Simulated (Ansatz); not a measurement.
Relaxed-ion elastic tensor of Li₂Se (anti-fluorite, Fm-3m) in GPa (Voigt order), PBEsol in the plane-wave PAW code Ansatz; density 2.94 g/cm³, 17.51 Å³ per atom.

```csv
,1,2,3,4,5,6
1,68.4,18.5,18.5,0.0,0.0,0.0
2,18.5,68.4,18.5,0.0,0.0,0.0
3,18.5,18.5,68.4,0.0,0.0,0.0
4,0.0,0.0,0.0,28.4,0.0,0.0
5,0.0,0.0,0.0,0.0,28.4,0.0
6,0.0,0.0,0.0,0.0,0.0,28.4
```

Problem. Is the crystal mechanically stable?

Solution. Yes: the smallest eigenvalue of C is 28.4 GPa.

Problem. Work out the Voigt, Reuss and Hill averages.

Solution. K_V = 35.1, K_R = 35.1, K_H = 35.1; G_V = 27.0, G_R = 26.9, G_H = 27.0 GPa.

Problem. Give Young's modulus, Poisson's ratio, Pugh's ratio and the universal anisotropy index.

Solution. E = 9KG/(3K + G) = 64.4 GPa; ν = 0.19; K/G = 1.30 (brittle by the Pugh limit of 1.75); A_U = 5G_V/G_R + K_V/K_R − 6 = 0.02.

Problem. Estimate the sound speeds and the Debye temperature.

Solution. v_l = √((K + 4G/3)/ρ) = 4920 m/s, v_t = √(G/ρ) = 3030 m/s, mean 3340 m/s; Θ = (h/k)(3n/4πV)^(1/3) v_m = 383 K.

Problem. Give the Zener ratio and Young's modulus along [100], [110] and [111].

Solution. A = 2C44/(C11 − C12) = 1.14; 1/E = S11 − 2(S11 − S12 − S44/2)Γ with Γ = 0, 1/4, 1/3 gives 60.5, 65.3, 67.2 GPa.

Symmetry was held in the PBEsol relaxation; of distortions, only those at the zone centre were tested.

Potentials: the later of the program's two PAW sets.
